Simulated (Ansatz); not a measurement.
Is this SiB5C structure a true minimum?

The cell was found from a proposed guess, not taken from experiment.

Level of theory: Ansatz 0.2.0, DFT PBE, scalar-relativistic, plane waves, PAW. Settings: cutoff 420 eV, Γ-centred mesh 6×6×6 on the computed 14-atom cell, Gaussian smearing of 0.02 eV; no spin polarisation.

The cell below (14 atoms, space group C2/m (No. 12)) is relaxed within its symmetry.

```xyz
14
Lattice="4.2771 -3.0549 -0.0005 4.2771 3.0549 -0.0005 -2.2961 0.0000 4.7446" Properties=species:S:1:pos:R:3 pbc="T T T"
Si    2.0458    0.0000    2.7920
Si    4.2123    0.0000    1.9515
B    -0.8162    0.9429    4.6691
B    -0.8162   -0.9429    4.6691
B    -1.4351    0.0000    3.2046
B     1.9399    1.6592    3.8630
B     1.9399   -1.6592    3.8630
B     7.0743    0.9429    0.0744
B     7.0743   -0.9429    0.0744
B     7.6933    0.0000    1.5390
B     4.3182    1.6592    0.8805
B     4.3182   -1.6592    0.8805
C     0.9052    0.0000    1.2690
C     5.3529    0.0000    3.4745
```

For the test it was strained at random (σ = 1.5 % a component), the atoms were moved at random (σ = 0.05 Å), and all was relaxed again on a coarse 4×4×4 mesh (in the run’s order of axes) with 0.10 eV smearing, with no symmetry imposed.

Task: What happens?

Result: It returns, within 1 meV/atom of the unmoved cell on that mesh and with the same symmetry when read at 0.1 Å. So it is stable against the distortions that fit this cell and that this random move excites. Modes that don't fit the cell aren't tested.
